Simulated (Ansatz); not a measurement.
KCd4P3:
```xyz
8
Lattice="2.1630 1.2488 11.7239 -2.1630 1.2488 11.7239 0.0000 -2.4977 11.7239" Properties=species:S:1:pos:R:3 pbc="T T T"
K      0.0000     0.0000    17.5858
Cd     0.0000     0.0000     3.1600
Cd     0.0000     0.0000    32.0117
Cd     0.0000     0.0000    10.6209
Cd     0.0000     0.0000    24.5507
P      0.0000     0.0000     8.0577
P      0.0000     0.0000    27.1140
P      0.0000     0.0000     0.0000
```

Relaxed with PBEsol.

Question: Map the valence electron density (e/Å³), cut off at 0.8 on the plane through (0.500, 0.500, 0.500) spanned by u = [1, 0, 0] and v = [-1, 1, 1] in lattice vectors, from DFT-PBEsol in the program Ansatz with PAW potentials.

Answer: x is the fraction of u, y of v (the angle between them is 35°; rows are the nearest grid lines); atoms in the plane: K at (0.00, 0.00), Cd at (0.18, 0.59), Cd at (0.82, 0.41), Cd at (0.60, 0.80), Cd at (0.40, 0.20), P at (0.46, 0.73), P at (0.54, 0.27), P at (0.00, 0.50).
```
|9998100000000000011111100000000000018999|
|9999940000000000123421100000000000000189|
|6999982000111111125984210000000000000016|
|0025774100123433223999993100000000000000|
|0000001000013678764399999941000000000000|
|1111000000001368436849999999210000000011|
|2332100000000147711564999999721000000012|
|1499993100000002486177434999963211100001|
|1169999982000000014789853223443334432111|
|2113999999920000000146765321111235788742|
|5311399999971000000013455443211124687885|
|3863113999999310000000112489995211358413|
|3148531125999842110000000139999993113683|
|5887864211123445543100000001799999931135|
|2478875321111235676410000000299999993112|
|1112344333443223589874100000002899999611|
|1000011123699994347716842000000013999941|
|2100000001279999994651177410000000012332|
|1100000000129999999486348631000000001111|
|0000000000001499999934678763100001000000|
|0000000000000013999993223343210014775200|
|6100000000000000124895211111110002899996|
|9810000000000000011243210000000000499999|
|9998100000000000011111100000000000018999|
```
Scale: ten equal steps from 0.013 (start of '0') to 0.800 (end of '9'), in the order '0123456789'; x runs from 0.000 to 1.00, y from 0.000 (bottom) to 1.00 (top).

The density is the valence pseudo-density with augmentation charge, so density and ELF within about 1 Å of a nucleus are not all-electron values.

Space group R-3m. The workflow started from an entry of the Crystallography Open Database (COD, 200 K). Whether it is the stable phase at ambient conditions was not checked. The PBEsol relaxation kept the symmetry of its start; its stability against distortions is not shown here.

Potentials: the later of the program's two PAW sets.
